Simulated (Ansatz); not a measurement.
Theory: Ansatz 0.2.0, DFT PBE, scalar-relativistic, plane waves, PAW. Settings: cutoff 420 eV, Γ-centred meshes spaced at most about 0.3 Å⁻¹, and about 0.25 Å⁻¹ or finer for metals (2π included), Gaussian smearing. No spin polarisation in the final relaxations.

These are static total energies at zero pressure.

Two relaxed structures of Sc2AlP3:

A.

```cif
data_structure
_symmetry_space_group_name_H-M 'P-6m2'
_symmetry_Int_Tables_number 187
_cell_length_a 4.0987
_cell_length_b 4.0987
_cell_length_c 7.1764
_cell_angle_alpha 90.000
_cell_angle_beta 90.000
_cell_angle_gamma 120.000
_cell_volume 104.41
loop_
_atom_site_label
_atom_site_type_symbol
_atom_site_symmetry_multiplicity
_atom_site_Wyckoff_symbol
_atom_site_fract_x
_atom_site_fract_y
_atom_site_fract_z
_atom_site_occupancy
Sc1 Sc 2 i 0.66667 0.33333 0.27964 1
Al1 Al 1 a 0.00000 0.00000 0.00000 1
P1 P 1 b 0.00000 0.00000 0.50000 1
P2 P 1 c 0.33333 0.66667 0.00000 1
P3 P 1 d 0.33333 0.66667 0.50000 1
```

B.

```cif
data_structure
_symmetry_space_group_name_H-M 'R-3m:H'
_symmetry_Int_Tables_number 166
_cell_length_a 5.6973
_cell_length_b 5.6973
_cell_length_c 11.1013
_cell_angle_alpha 90.000
_cell_angle_beta 90.000
_cell_angle_gamma 120.000
_cell_volume 312.06
loop_
_atom_site_label
_atom_site_type_symbol
_atom_site_symmetry_multiplicity
_atom_site_Wyckoff_symbol
_atom_site_fract_x
_atom_site_fract_y
_atom_site_fract_z
_atom_site_occupancy
Sc1 Sc 6 c 0.33333 0.66667 0.51897 1
Al1 Al 3 b 0.33333 0.66667 0.16667 1
P1 P 9 e 0.16667 0.33333 0.33333 1
```

Question: Which is lower in energy, and by how much?

Answer: A is lower, by 150 meV/atom. A has space group P-6m2 (No. 187), 17.4 Å³/atom and no gap on its mesh; B has space group R-3m (No. 166), 17.3 Å³/atom and no gap. Counting P atoms around Al and Sc (those within 1.25 times the shortest such distance or 1.15 times the sum of covalent radii; a plus sign parts nearer from farther groups), A has Sc 6+3, Al 3 and B has Sc 3+6, Al 6. A holds P–P nets (shortest 2.37 Å); in B the shortest P–P distance is 2.85 Å. Both come from invented guesses. A third cell relaxed alike, in Cmmm, lies 0.34 eV/atom below the lower of the two.

Cells relaxed within their symmetry can be saddle points.
